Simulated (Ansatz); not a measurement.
Data:

Ag (fcc, Cu type)

```
Ag
1.0
    4.05478     0.00000     0.00000
    0.00000     4.05478     0.00000
    0.00000     0.00000     4.05478
Ag
4
Direct
  0.00000   0.00000   0.00000
  0.50000   0.50000   0.00000
  0.50000   0.00000   0.50000
  0.00000   0.50000   0.50000
```

Scan: atom 1 (Ag, nearest neighbour Ag at 2.867 Å; its periodic images, 4.1 Å or more away, move with it) is displaced towards the nearest neighbour, direction (-0.707, -0.707, 0.000) in Cartesian axes, by s. The other atoms stay.

Method: PBEsol (plane waves to 420 eV, PAW, scalar-relativistic; Ansatz, a quantum-chemistry and plane-wave program). k mesh 9×9×9 (Γ-centred), Fermi-Dirac smearing 0.05 eV. The energy includes the smearing's −TS. Left out: 2 of 11 points, with atoms too close for the PAW data. With partly filled bands, energies and forces of such displacements shift with the k mesh and the smearing. On this mesh the relaxed cell isn't quite at rest: it carries a pressure of -0.2 GPa (compression positive) at the zero of the scan. Ag was relaxed with its symmetry unable to fall. The PAW data are Ansatz's earlier set. The zero of ΔE is the undisplaced structure.

The scan covers s from -0.688 to 0.688 Å in 9 points.

Q: Is the energy the same for equal positive and negative displacements?

A: Even: the same for both signs. With its periodic images moving along, the atom's site symmetry in this cell is m-3m.

Q: What is the energy change at s = 0.688 Å?

A: 2137 meV/cell.

Q: What force acts on the atom along the line at s = -0.688 Å?

A: 9.04 eV/Å.

Q: What is the force constant k = d²E/ds² of this move at s = 0?

A: 5.77 eV/Å².

(For displaced atoms, the force is minus the slope of the energy, and its curvature is a force constant, which sets phonon frequencies.)
